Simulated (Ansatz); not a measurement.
AgI (zinc blende, F-43m), DFT-PBEsol in the program Ansatz with PAW potentials. The conduction-band minimum lies at Γ, with 1 equivalent valley. Second derivatives d²E/dk² of the lowest band at one valley (eV·Å²), along Cartesian directions:

```
direction  d²E/dk²
---------  -------
[100]        50.05
[010]        50.05
[001]        50.05
[110]        50.02
[101]        50.02
[011]        50.02
```

Problem. Find the principal effective masses, the density-of-states mass and the conductivity mass.

Solution. Off-diagonal terms follow from H_xy = H[110] − (H_xx + H_yy)/2, and m*/mₑ = 7.620 eV·Å² over each eigenvalue: 0.15, 0.15, 0.15. One valley's DOS mass (m₁m₂m₃)^(1/3) = 0.15, conductivity mass 3/(Σ 1/mᵢ) = 0.15 mₑ.

Problem. What effective density of states Nc follows at 300 K for parabolic valleys?

Solution. Nc = 2.509e19 × 1 × (0.15)^(3/2) ≈ 1.5e18 cm⁻³.

The PBEsol relaxation kept the symmetry of its start. The run is not spin-polarised. Spin–orbit coupling is left out wherever it is not named.

Potentials: the earlier of the program's two PAW sets. The files were generated under PBE; for other functionals the program regenerates the frozen cores, and for LDA and PBEsol the local potential too.

Edges and masses are those of Kohn–Sham bands, whose gap is no quasiparticle gap.
